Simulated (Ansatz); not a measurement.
## PbO₂: structures and their energies

13 relaxations of PbO2 ended in 8 distinct structures. All values below come from PBEsol (plane waves to 420 eV, PAW, scalar-relativistic; Ansatz, an electronic-structure program).

| # | space group | Pearson | type | E − E(lowest) (eV/atom) | V (Å³/atom) | gap (eV, no SOC) | coordination | runs ending here | spin order |
|---|---|---|---|---|---|---|---|---|---|
| 1 | P4₂/mnm | tP6 | rutile type | 0.00 | 14.21 | 0.03 | Pb 6 (octahedral), O 3 (trigonal planar) | 5 | non-magnetic |
| 2 | P4₂/nmc | tP6 | – | 0.03 | 13.01 | 0.00 | – | 2 | non-magnetic |
| 3 | P-1 | aP6 | – | 0.30 | 15.84 | 0.68 | – | 1 | non-magnetic |
| 4 | I4/mcm | tI12 | – | 0.33 | 14.09 | 0.00 | – | 1 | non-magnetic |
| 5 | Amm2 | oS12 | – | 0.37 | 20.61 | 0.00 | – | 1 | ferromagnetic |
| 6 | I4/mmm | tI6 | – | 0.40 | 14.73 | 0.64 | – | 1 | non-magnetic |
| 7 | R32 | hR9 | – | 0.40 | 29.49 | 0.95 | – | 1 | non-magnetic |
| 8 | P6/mmm | hP3 | – | 0.90 | 13.28 | 0.00 | – | 1 | non-magnetic |

Coordination numbers (neighbours up to the widest gap in distance over summed covalent radii, below 1.35; n+m marks a second, longer set; metal–metal contacts left out). P4₂/mnm, tP6, rutile type, non-magnetic is the lowest among the structures calculated here.

```cif
data_O4Pb2
_chemical_formula_sum 'Pb2 O4'
_space_group_name_H-M_alt 'P42/mnm'
_space_group_IT_number 136
_space_group_name_Hall '-P 4n 2n'
_cell_length_a 4.99855
_cell_length_b 4.99855
_cell_length_c 3.41129
_cell_angle_alpha 90.000
_cell_angle_beta 90.000
_cell_angle_gamma 90.000
loop_
_atom_site_label
_atom_site_type_symbol
_atom_site_symmetry_multiplicity
_atom_site_Wyckoff_symbol
_atom_site_fract_x
_atom_site_fract_y
_atom_site_fract_z
_atom_site_occupancy
Pb1 Pb 2 a 0.00000 0.00000 0.00000 1
O1 O 4 f 0.30763 0.30763 0.00000 1
```

Probably no minimum, since a slightly shaken restart fell lower: I4/mmm, tI6, non-magnetic (by 0.09 eV/atom, to P-1). 2 runs with a doubtful electronic state, a coarser numerical grid, an end not at rest or a source that can't be used are left out. 2 generated cells of layers, chains or molecules, poorly bound without dispersion, are left out. Each run could gain symmetry but not lose that of its start, so entries can be saddle points. From databases, or of a type measured for this composition: P4₂/mnm, tP6, rutile type, non-magnetic; the others are generated cells (placed on structure types, drawn at random, substituted or restacked) that were not matched to a known phase here. Each structure is listed in the lowest spin state found for it. Static energies at zero pressure. Spin states reached: non-magnetic, ferromagnetic; non-magnetic ones ran without spin or lost their moments; spin orders were not searched systematically. Spin-orbit coupling is missing; with elements this heavy it can move band edges by tenths of an eV or more. Gaps of cells over 8 atoms come from the SCF mesh and high-symmetry points alone.
